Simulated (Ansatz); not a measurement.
**LaSb (Fm-3m): from strained cells to moduli**

```yaml
crystal:
  lattice:
    - [0.00000, 3.22656, 3.22656]
    - [3.22656, 0.00000, 3.22656]
    - [3.22656, 3.22656, 0.00000]
  atoms:
    - { symbol: La, position: [0.00000, 0.00000, 0.00000] }
    - { symbol: Sb, position: [0.50000, 0.50000, 0.50000] }
```

Conventional cell: a = 6.453 Å, b = 6.453 Å, c = 6.453 Å, α = 90.00°, β = 90.00°, γ = 90.00°. Around La (atom 1) lie 6 Sb at 3.23 Å. Sb (atom 2) is surrounded by 6 La at 3.23 Å.

Computed, not measured; unless marked otherwise by PBEsol, all-electron LAPW in Ansatz 0.2.0, scalar-relativistic. k mesh 12×12×12, Fermi-Dirac smearing of 0.050 eV, basis error target 1 meV/atom. The cell was relaxed by PAW under this functional.

The cell is cubic and carries a residual pressure of 0.01 GPa at this level. Each strain component that symmetry leaves independent is applied at ±0.005, the ions relax wherever a strain frees them, and the stress (tension positive, GPa) is read. Shears are engineering strains, γ = 2ε.

```csv
strain,size,σxx,σyy,σzz,σyz,σxz,σxy
xx,-0.005,-0.7462,-0.0781,-0.0781,0.0000,0.0000,0.0000
xx,+0.005,0.6869,0.0627,0.0627,0.0000,0.0000,0.0000
yz,-0.005,-0.0072,-0.0075,-0.0075,-0.0908,0.0000,0.0000
yz,+0.005,-0.0072,-0.0075,-0.0075,0.0908,0.0000,0.0000
```

A central difference gives one constant, for example C11 ≈ (0.6869 − (-0.7462))/(0.01) = 143.3 GPa; the program then imposes the crystal's symmetry on the whole matrix.

Q: What are the independent elastic constants?

A: C11 = 143.3, C12 = 14.1, C44 = 18.2 GPa.

Q: Do they meet the Born conditions?

A: C11 − C12 = 129.2, C11 + 2C12 = 171.5 and C44 = 18.2 GPa must all be positive, so the crystal is elastically stable; that says nothing yet of its phonons.

Q: What moduli does a random aggregate of grains have?

A: B = (C11 + 2C12)/3 = 57.2 GPa. G_V = (C11 − C12 + 3C44)/5 = 36.7 and G_R = 5(C11 − C12)C44/(4C44 + 3(C11 − C12)) = 25.5, so G_H = 31.1 GPa. Then E = 9BG/(3B + G) = 79.0 GPa, ν = (3B − 2G)/(6B + 2G) = 0.270 and B/G = 1.84, on the ductile side of Pugh's 1.75 (a rule of thumb).

Q: With the density of 6.443 g/cm³, how fast does sound travel, and what Debye temperature follows?

A: 

```tsv
direction	slow (m/s)	middle (m/s)	fast (m/s)
[100]	1679	1679	4716
[110]	1679	3167	3877
[111]	2761	2761	3554
```

The mean of v⁻³ over directions and branches gives v_m = 2341 m/s and θ_D = (ħ/k_B) v_m (6π²n)^(1/3) = 216 K, n being atoms per volume. Young's modulus spans 49 to 141 GPa over directions, and the universal anisotropy index is 2.21.

Q: How far do the constants move if PAW replaces LAPW in the same cell?

A: 

```
constant  LAPW (GPa)  PAW (GPa)  difference
     C11       143.3      143.0        -0.3
     C12        14.1       14.1         0.0
     C44        18.2       18.1        -0.1
```

Q: How do the constants change if the ions are clamped to the homogeneous strain?

A: None moves by more than 0.3 GPa: by symmetry a homogeneous strain puts no force on these sites.

Limits of these numbers: responses of metals move with mesh and smearing; the frozen-core PAW files of the compared runs were fitted under PBE, their cores solved anew for this functional.
